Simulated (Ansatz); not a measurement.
# How much do the gradients of ZnPtC6N6 depend on the method?

Cell: a COD entry, its atoms then relaxed with PBE in this cell.

```cif
data_ZnPtC6N6
_symmetry_space_group_name_H-M 'Fm-3m'
_symmetry_Int_Tables_number 225
_cell_length_a 10.5220
_cell_length_b 10.5220
_cell_length_c 10.5220
_cell_angle_alpha 90.000
_cell_angle_beta 90.000
_cell_angle_gamma 90.000
loop_
_atom_site_label
_atom_site_type_symbol
_atom_site_symmetry_multiplicity
_atom_site_Wyckoff_symbol
_atom_site_fract_x
_atom_site_fract_y
_atom_site_fract_z
Zn Zn 4 b 0.5000 0.5000 0.5000
Pt Pt 4 a 0.0000 0.0000 0.0000
C C 24 e 0.5000 0.5000 0.1902
N N 24 e 0.5000 0.5000 0.3001
```

One atom of each set is listed; the run and its k-mesh use a cell of 14 atoms with edges of 7.44, 7.44, 7.44 Å.

First run. Computed with Ansatz: DFT, PBE, plane waves and PAW, scalar-relativistic, 420 eV cutoff, Γ-centred 6×6×6 k-points, Fermi–Dirac smearing 0.05 eV.

```
site  V_zz (10²¹ V/m²)     η
   C             -3.78  0.00
   N             -5.82  0.00
```

Second run. The same atoms and settings, except that the functional is r2SCAN and the cutoff is 500 eV.

Q: Given the first result, estimate the second.

A: 

```
site   V_zz     η  change of V_zz
   C  -4.13  0.00           -0.35
   N  -6.09  0.00           -0.27
```

The largest change of V_zz is on C, from -3.78 to -4.13. In per cent, |V_zz| changes by +9 on C, +5 on N (all sites that start above 0.5). Sites without a gradient aren't listed.

Without spin–orbit coupling the gradients at and beside Pt can be off by some per cent, at some sites by more. The database entry as given showed forces above 3 eV/Å or a pressure above 30 GPa, though relaxing it moves no atom far.
For the second run: The largest force is 0.8 eV/Å, so the atoms aren't at the calculated equilibrium and relaxing them would move these values.
